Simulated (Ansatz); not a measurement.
# YbSe₂: reading a single point

```
CELL_PARAMETERS angstrom
-2.46742 3.81569 4.33055
4.93484 0.00000 0.00000
2.46742 3.81569 -4.33055
ATOMIC_POSITIONS crystal
Yb 0.79000 0.54000 0.71000
Yb 0.21000 0.46000 0.29000
Se 0.23000 0.17000 0.89000
Se 0.61000 0.17000 0.27000
Se 0.77000 0.83000 0.11000
Se 0.39000 0.83000 0.73000
```

Single point in Ansatz 0.2.0 with PBE, no spin polarisation. Cutoff 420 eV, PAW datasets, 4×4×4 Γ-centred k mesh, gaussian filling (width 0.0126 eV).

Charges: Bader charges in e: Yb +1.47, Se -0.73. In the mean Yb gives up most and Se takes most.
Electronic structure: It is a metal, with about 16 states/eV a cell as the mean within 0.25 eV of the Fermi level, mostly Yb f (82 %) and Se p (14 %).
Stress: The pressure is -3.8 GPa (compression positive), so with the atoms held at these fractions the cell would first shrink; the forces are large, so a full relaxation may end otherwise. The principal stresses -5.7, -3.1, -2.8 GPa differ, so its shape would change too.
Contacts: Se–Se at 2.83 Å: least valence density 0.27 e/Å³ and ELF 0.29 there. Yb–Se at 3.39 Å: least valence density 0.10 e/Å³ and ELF 0.09 there. Yb–Yb at 3.88 Å: least valence density 0.04 e/Å³ and ELF 0.07 there. Both are smooth PAW fields, read partly inside the augmentation spheres.

Origin: a known structure type with other elements, at an estimated volume, so it need not be a known compound. Caveats: no spin polarisation, so a magnetic state may lie lower; the k mesh is coarse if the cell is a metal; f levels without a U or exact exchange are poorly placed.
